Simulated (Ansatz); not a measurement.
TlSn:
Space group P4/mmm (No. 123); a = 3.2964 Å, b = 3.2964 Å, c = 5.0562 Å, α = 90.00°, β = 90.00°, γ = 90.00°

| atom | site | symmetry | x | y | z |
|---|---|---|---|---|---|
| Tl | 1a | 4/mmm | 0.0000 | 0.0000 | 0.0000 |
| Sn | 1d | 4/mmm | 0.5000 | 0.5000 | 0.5000 |

Relaxed at zero pressure with plane-wave PAW PBEsol (Ansatz code).

Q: The volume is raised by 9 % and shape and atoms relax at that volume. What pressure results, and how do the axes share the change?

A: -3.1 GPa; a 1.0 %, b 1.0 %, c 6.8 %; the energy rises by 23 meV/atom.

Q: Give the new structure.

A: 
Space group P4/mmm (No. 123); a = b = 3.331 Å, c = 5.399 Å, α = β = γ = 90.00°

| atom | site | symmetry | x | y | z |
|---|---|---|---|---|---|
| Tl | 1a | 4/mmm | 0.0000 | 0.0000 | 0.0000 |
| Sn | 1d | 4/mmm | 0.5000 | 0.5000 | 0.5000 |

The phase is kept; no other phase was compared at this pressure.

The workflow started from an entry of the Crystallography Open Database (COD). Its standing as an ambient phase is unchecked. The cell keeps a stress of up to 0.3 GPa. The PBEsol relaxation kept the symmetry of its start; of distortions, only those at the zone centre were tested. Axis ratios of metals converge slowly with the k-mesh, so a and c are less sure than the volume. Scalar-relativistic: spin–orbit coupling is off unless named, which matters more the heavier the elements.

Potentials: the later of the program's two PAW sets.
